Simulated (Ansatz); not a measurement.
Input:

Pd:
```cif
data_Pd4
_chemical_formula_sum 'Pd4'
_space_group_name_H-M_alt 'Fm-3m'
_space_group_IT_number 225
_space_group_name_Hall '-F 4 2 3'
_cell_length_a 3.87483
_cell_length_b 3.87483
_cell_length_c 3.87483
_cell_angle_alpha 90.000
_cell_angle_beta 90.000
_cell_angle_gamma 90.000
loop_
_atom_site_label
_atom_site_type_symbol
_atom_site_symmetry_multiplicity
_atom_site_Wyckoff_symbol
_atom_site_fract_x
_atom_site_fract_y
_atom_site_fract_z
_atom_site_occupancy
Pd1 Pd 4 a 0.00000 0.00000 0.00000 1
```
(The calculation used a cell of 1 atom; values per cell refer to that cell.)

This is the PBEsol-relaxed structure.

Q: All from plane-wave PAW PBEsol (Ansatz code), unless another level is named. Estimate the density of states at the Fermi level.

A: 2.5 states/eV per atom (mean over ±0.08 eV).

Q: What about the gap with spin–orbit coupling?

A: none (metallic).

The PBEsol relaxation kept the symmetry of its start. The workflow began spin-polarised and lost its moments. The cell computed holds one magnetic atom, so no antiferromagnetic order was within reach. Spin–orbit coupling is left out wherever it is not named.

Potentials: the earlier of the program's two PAW sets.
